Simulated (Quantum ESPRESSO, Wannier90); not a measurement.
**WO3 (ReO3 type): Wannier90 run**

```
CELL_PARAMETERS angstrom
      3.80620     0.00000     0.00000
      0.00000     3.80620     0.00000
      0.00000     0.00000     3.80620
ATOMIC_POSITIONS crystal
  W  0.00000 0.00000 0.00000
  O  0.00000 0.00000 0.50000
  O  0.50000 0.00000 0.00000
  O  0.00000 0.50000 0.00000
```

Cell from Materials Project (mp-19390), symmetrised, no further relaxation. Not found in the COD (Crystallography Open Database) copy used, which has the formula in other groups; not checked further. Computed values, not measurements, from PBEsol: Quantum ESPRESSO (norm-conserving PseudoDojo potentials, cutoff 68 Ry, no spin polarisation, no spin-orbit coupling) on a Γ-centred 8×8×8 mesh, then Wannier90. Density: 8×8×8 mesh, cold smearing 0.01 Ry. Spin-orbit coupling is left out although heavy elements are present.

Base run: 14 functions from bands 8-33 of the 33 computed, start hydrogen-like W: d; O: p, frozen window up to 2.09 eV relative to the valence-band maximum, outer window open. One setting was then changed (edges relative to the valence-band maximum; misfit to pw.x on a path, for states up to 1.6 eV relative to the valence-band maximum).

| run | Ω_I (Å²) | rms misfit (meV) | worst (meV) |
|---|---|---|---|
| base | 11.20 | 0.9 | 9.3 |
| changed | 11.54 | 0.3 | 2.3 |

Q: Which change was made?
A) frozen window to 6.09 eV
B) frozen window to 1.09 eV
C) only the lowest 23 of the kept bands
D) no frozen window

A: A, frozen window to 6.09 eV. The others give:

| run | Ω_I (Å²) | rms misfit (meV) | worst (meV) |
|---|---|---|---|
| frozen window to 1.09 eV | 11.13 | 8.9 | 99 |
| no frozen window | 9.51 | 998 | 3103 |
| only the lowest 23 of the kept bands | 11.27 | 0.5 | 5.5 |
